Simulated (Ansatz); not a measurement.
One crystal and one scan (scan of one atom of the cell) at two levels, PBE (plane waves to 420 eV, PAW, scalar-relativistic; Ansatz, an electronic-structure program) and r2SCAN (plane waves to 500 eV, PAW, scalar-relativistic; Ansatz), each from its own relaxed cell and on its own mesh.

The crystal is Ru (hcp, Mg type); one Ru atom of a 2-atom cell moves by s along Cartesian x, with its periodic images.

Energies are smeared free energies. Ru is run without spin polarisation. Ru was relaxed with its symmetry unable to fall. With partly filled bands, energies and forces of such displacements shift with the k mesh and the smearing.

```csv
quantity,run 1,run 2
Lattice constant a (Å),2.705,2.722
Lattice constant c (Å),4.260,4.291
Relaxed volume (Å³/atom),13.49,13.77
Force constant k = d²E/ds² at s = 0 (finite differences) (eV/Å²),7.50,7.04
```

Problem. Which run is which level?

Solution. Run 2 is PBE, run 1 is r2SCAN. PBE gives the higher value for: lattice constant a; lattice constant c; relaxed volume. PBE gives the lower value for: force constant k = d²E/ds² at s = 0. Both give the same shape of the curve: a single well with its minimum at or next to zero displacement.

(For displaced atoms, the force is minus the slope of the energy, and its curvature is a force constant, which sets phonon frequencies.)
